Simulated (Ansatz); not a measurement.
MgH$_{2}$:
```cif
data_H4Mg2
_chemical_formula_sum 'Mg2 H4'
_space_group_name_H-M_alt 'P 1'
_space_group_IT_number 1
_cell_length_a 4.48492
_cell_length_b 4.48492
_cell_length_c 2.99660
_cell_angle_alpha 90.000
_cell_angle_beta 90.000
_cell_angle_gamma 90.000
loop_
_space_group_symop_operation_xyz
  'x, y, z'
loop_
_atom_site_label
_atom_site_type_symbol
_atom_site_fract_x
_atom_site_fract_y
_atom_site_fract_z
_atom_site_occupancy
Mg1 Mg 0.50000 0.50000 0.50000 1
Mg2 Mg 0.00000 0.00000 0.00000 1
H1 H 0.69539 0.69539 0.00000 1
H2 H 0.30461 0.30461 0.00000 1
H3 H 0.80461 0.19539 0.50000 1
H4 H 0.19539 0.80461 0.50000 1
```

Relaxed with r²SCAN (plane waves, PAW; program Ansatz). Indices refer to the conventional cell of P4_2/mnm, a = b = 4.485 Å, c = 2.997 Å, α = β = γ = 90.00°.

Problem. Simulate the powder diffraction pattern (Fe Kα, λ = 1.93735 Å; lines above 1 %) up to 2θ = 90°.

Solution. Simulated powder pattern, Fe Kα, λ = 1.93735 Å (kinematic, ideal powder, no thermal factors, no anomalous dispersion; the 30 strongest lines at most, above 1 %, up to 2θ = 90°):

```json
[
 {"2θ (°)": "35.57", "d (Å)": "3.171", "I/Imax (%)": "100", "hkl": "(110)"},
 {"2θ (°)": "45.76", "d (Å)": "2.492", "I/Imax (%)": "88", "hkl": "(101)"},
 {"2θ (°)": "51.19", "d (Å)": "2.242", "I/Imax (%)": "29", "hkl": "(200)"},
 {"2θ (°)": "71.06", "d (Å)": "1.667", "I/Imax (%)": "55", "hkl": "(211)"},
 {"2θ (°)": "75.31", "d (Å)": "1.586", "I/Imax (%)": "12", "hkl": "(220)"},
 {"2θ (°)": "80.56", "d (Å)": "1.498", "I/Imax (%)": "5.5", "hkl": "(002)"},
 {"2θ (°)": "86.16", "d (Å)": "1.418", "I/Imax (%)": "15", "hkl": "(310)"}
]
```

Symmetry was held in the r²SCAN relaxation; phonons on a q-mesh show no instability.

Potentials: the later of the program's two PAW sets.
